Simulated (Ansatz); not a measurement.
Relaxed-ion elastic tensor of VN (NiAs type, P6_3/mmc) in GPa (Voigt order), LDA in the plane-wave PAW code Ansatz; density 6.56 g/cm³, 8.22 Å³ per atom.

```
603  215  216  0.0  0.0  0.0
215  603  216  0.0  0.0  0.0
216  216  904  0.0  0.0  0.0
0.0  0.0  0.0  336  0.0  0.0
0.0  0.0  0.0  0.0  336  0.0
0.0  0.0  0.0  0.0  0.0  194
```

### Question
Is the crystal mechanically stable?

### Answer
Yes: the smallest eigenvalue of C is 194 GPa.

### Question
Work out the Voigt, Reuss and Hill averages.

### Answer
K_V = 378, K_R = 367, K_H = 373; G_V = 271, G_R = 253, G_H = 262 GPa.

### Question
Give Young's modulus, Poisson's ratio, Pugh's ratio and the universal anisotropy index.

### Answer
E = 9KG/(3K + G) = 637 GPa; ν = 0.22; K/G = 1.42 (brittle by the Pugh limit of 1.75); A_U = 5G_V/G_R + K_V/K_R − 6 = 0.39.

### Question
Estimate the sound speeds and the Debye temperature.

### Answer
v_l = √((K + 4G/3)/ρ) = 10500 m/s, v_t = √(G/ρ) = 6320 m/s, mean 6990 m/s; Θ = (h/k)(3n/4πV)^(1/3) v_m = 1030 K.

### Question
Solve the Christoffel equation for the three sound speeds along x, y, z.

### Answer
Eigenvalues of C_ijkl n_j n_l equal ρv². In km/s, slowest first: x 5.44, 7.16, 9.59; y 5.44, 7.16, 9.59; z 7.16, 7.16, 11.74.

### Question
How much does each axis shrink under pressure?

### Answer
Linear compressibilities β_i = Σ_j S_ij (j = 1 to 3): x 1.1, y 1.1, z 0.60 per TPa.

The workflow started from a Materials Project entry (that database holds measured and hypothetical structures alike); the Crystallography Open Database copy checked does not list it. It is not the phase usual at ambient conditions (space group No. 225). The LDA relaxation kept the symmetry of its start; of distortions, only those at the zone centre were tested. The run is not spin-polarised. As this level gives no gap, shear constants depend on the k-mesh and smearing (Fermi–Dirac, 0.1 eV here). On the denser mesh and wider smearing of the elastic run this cell carries a stress of 0.7 GPa.

Potentials: the later of the program's two PAW sets.
